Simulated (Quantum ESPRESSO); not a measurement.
# Ga2MoHf2SnMg2: different elements on one site, starting from this cell

Simulated, not a measurement. The program is pw.x of Quantum ESPRESSO 7.5 (plane-wave density functional theory). The cell is made up: eight metal atoms on a hexagonal close-packed lattice, with elements, volume, strain and displacements drawn at random and not relaxed, so it may be unstable or far from any real phase. PseudoDojo standard norm-conserving files set the functional (PBE unless stated); there is no spin polarisation or spin-orbit coupling, the Fermi-Dirac width of 0.25 eV means electrons at about 2900 K, and the masses in the input are unused placeholders. The tin pseudopotential is less sure than most, with forces differing by about three percent from a second method on plain tin. Heavy elements are run without spin-orbit coupling, which real alloys of them have. A spin test at this wide smearing found no moment, but such smearing suppresses magnetism that the real alloy may have.

The runs put different elements on site 4. Cell, positions, cutoff, mesh and smearing stay as in the input of run 1; sites are counted in its order. Stress in the tables is positive in tension.

Input of run 1:

```
&control calculation='scf', pseudo_dir='./dojo.nc.sr.pbe.v0_5.standard.upf', outdir='./o', disk_io='minimal', tprnfor=.true., tstress=.true. /
&system ibrav=0, nat=8, ntyp=5, nbnd=62, ecutwfc=84.00895049, nosym=.true., tot_charge=0,
 occupations='smearing', smearing='fd', degauss=0.0183746611
/
&electrons conv_thr=1.470e-08, electron_maxstep=70, mixing_beta=0.5 /
ATOMIC_SPECIES
Ga 1.0 Ga.upf
Hf 1.0 Hf.upf
Mg 1.0 Mg.upf
Mo 1.0 Mo.upf
Sn 1.0 Sn.upf
CELL_PARAMETERS angstrom
0.0136 -0.0267 5.0261
6.2507 -0.0086 0.0174
-3.1328 5.5142 -0.0383
ATOMIC_POSITIONS angstrom
Ga -0.0511 -0.0353 0.1354
Mo -1.5137 2.8215 -0.1436
Hf 3.1097 -0.2254 -0.0592
Sn 1.6511 2.7813 -0.0328
Ga -0.0118 1.6365 2.4446
Mg -1.5118 4.4375 2.4559
Hf 3.058 1.8225 2.5828
Mg 1.3798 4.6972 2.4206
K_POINTS automatic
5 4 4 1 1 1
```

| run | elements on sites 1 to 8 | -TS (eV) | pressure (GPa) | stress xx (GPa) | stress yy (GPa) | stress zz (GPa) | stress yz (GPa) | stress xz (GPa) | stress xy (GPa) | iterations |
| --- | --- | --- | --- | --- | --- | --- | --- | --- | --- | --- |
| 1 | Ga Mo Hf Sn Ga Mg Hf Mg | -1.399 | -4.93 | 8.07 | 6.49 | 0.24 | 0.04 | 0.79 | 0.26 | 12 |
| 2 | Ga Mo Hf Ru Ga Mg Hf Mg | -1.636 | -11.74 | 13.69 | 13.28 | 8.26 | 0.59 | 0.24 | -0.93 | 14 |
| 3 | Ga Mo Hf Ga Ga Mg Hf Mg | -1.406 | -7.73 | 10.53 | 9.16 | 3.50 | 0.28 | 0.49 | 0.16 | 12 |
| 4 | Ga Mo Hf Ti Ga Mg Hf Mg | -1.749 | -8.07 | 11.26 | 9.02 | 3.92 | 0.34 | 0.78 | 1.52 | 15 |
| 5 | Ga Mo Hf Os Ga Mg Hf Mg | -1.575 | -12.66 | 15.32 | 13.87 | 8.79 | 0.53 | 0.23 | -1.51 | 15 |

Forces Fx Fy Fz (eV/Å):

| site | run 1 | run 2 | run 3 | run 4 | run 5 |
| --- | --- | --- | --- | --- | --- |
| 1 | 0.27 -0.09 -0.32 | 0.25 -0.33 -0.38 | 0.25 -0.22 -0.36 | 0.09 -0.26 -0.40 | 0.24 -0.33 -0.36 |
| 2 | -0.24 -0.60 -0.02 | -0.22 -0.41 0.09 | -0.35 -0.59 -0.01 | -0.44 -0.56 0.11 | -0.24 -0.39 0.13 |
| 3 | -0.61 1.04 0.22 | -0.19 0.26 0.31 | -0.46 0.79 0.24 | -0.50 0.95 0.26 | -0.13 0.22 0.31 |
| 4 | -0.32 -0.12 0.26 | -0.03 0.07 -0.17 | -0.13 0.02 0.10 | -0.08 -0.28 0.06 | 0.06 0.06 -0.18 |
| 5 | -0.33 0.39 0.22 | -0.03 0.82 0.18 | -0.19 0.58 0.22 | -0.01 0.99 0.25 | 0.00 0.79 0.16 |
| 6 | -0.48 0.01 -0.09 | -0.38 -0.08 -0.10 | -0.47 -0.02 -0.08 | -0.41 -0.15 -0.09 | -0.38 -0.07 -0.10 |
| 7 | 0.87 -0.12 -0.40 | -0.30 0.76 -0.06 | 0.52 0.16 -0.19 | 0.49 0.18 -0.36 | -0.49 0.86 -0.09 |
| 8 | 0.84 -0.51 0.12 | 0.91 -1.07 0.12 | 0.84 -0.71 0.09 | 0.84 -0.87 0.17 | 0.93 -1.13 0.12 |

Energies are left out, as each element's file has its own zero. A rerun of one cell of this series at a higher cutoff and on a denser mesh moved values by no more than 0.008 eV in energy, 0.04 GPa in stress and 0.006 eV/Å in force, and a second program with other atomic files agreed on that cell to 2 % rms in force and 0.5 GPa in pressure.